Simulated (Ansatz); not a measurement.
CoSi2 (fluorite or antifluorite type, Fm-3m) under volume change, LDA (plane waves, PAW; program Ansatz), scaled uniformly.

```json
[
 {"V (Å³/atom)": "11.126", "E − E(relaxed) (meV/atom)": "74.6", "P (GPa)": "23.67"},
 {"V (Å³/atom)": "11.492", "E − E(relaxed) (meV/atom)": "31.3", "P (GPa)": "14.46"},
 {"V (Å³/atom)": "11.859", "E − E(relaxed) (meV/atom)": "7.4", "P (GPa)": "6.64"},
 {"V (Å³/atom)": "12.226", "E − E(relaxed) (meV/atom)": "0.0", "P (GPa)": "0.00"},
 {"V (Å³/atom)": "12.593", "E − E(relaxed) (meV/atom)": "6.6", "P (GPa)": "-5.63"},
 {"V (Å³/atom)": "12.960", "E − E(relaxed) (meV/atom)": "25.1", "P (GPa)": "-10.40"},
 {"V (Å³/atom)": "13.326", "E − E(relaxed) (meV/atom)": "53.7", "P (GPa)": "-14.42"}
]
```

What does a third-order Birch–Murnaghan fit give for V₀, B₀ and B′?

V₀ = 12.23 Å³/atom, B₀ = 203 GPa, B′ = 4.5.

The cell was relaxed with LDA under the symmetry of its start; of distortions, only those at the zone centre were tested. No spin polarisation was allowed.

Potentials: the earlier of the program's two PAW sets.
